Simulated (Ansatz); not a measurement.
This cell of KBr (rock salt) is off equilibrium:

```
CELL_PARAMETERS angstrom
      0.00000     3.21742     3.34612
      3.21742     0.00000     3.34612
      3.21742     3.21742     0.00000
ATOMIC_POSITIONS crystal
  K  0.00000 0.00000 0.00000
  Br 0.50000 0.50000 0.50000
```

Calculation: r2SCAN (plane waves to 500 eV, PAW, scalar-relativistic; Ansatz, a program for electronic structure). k mesh 9×9×9 (Γ-centred), Fermi-Dirac smearing 0.05 eV. The energy includes the smearing's −TS. Compression counts positive. KBr was relaxed with its symmetry unable to fall.

### Question
Give the stress tensor in GPa and the pressure.

### Answer
```
   1.32     0.00     0.00
   0.00     1.32     0.00
   0.00     0.00    -0.22
```
The pressure, a third of the trace, is 0.80 GPa.

### Question
It is the relaxed cell deformed to V/V₀ = 0.960, (c/a)/(c/a)₀ = 1.040, c along z, fractional positions held. What is its energy relative to the relaxed cell?

### Answer
7.6 meV/atom.

(Under strain, the slope of the energy per volume gives the stress and its curvature an elastic modulus.)
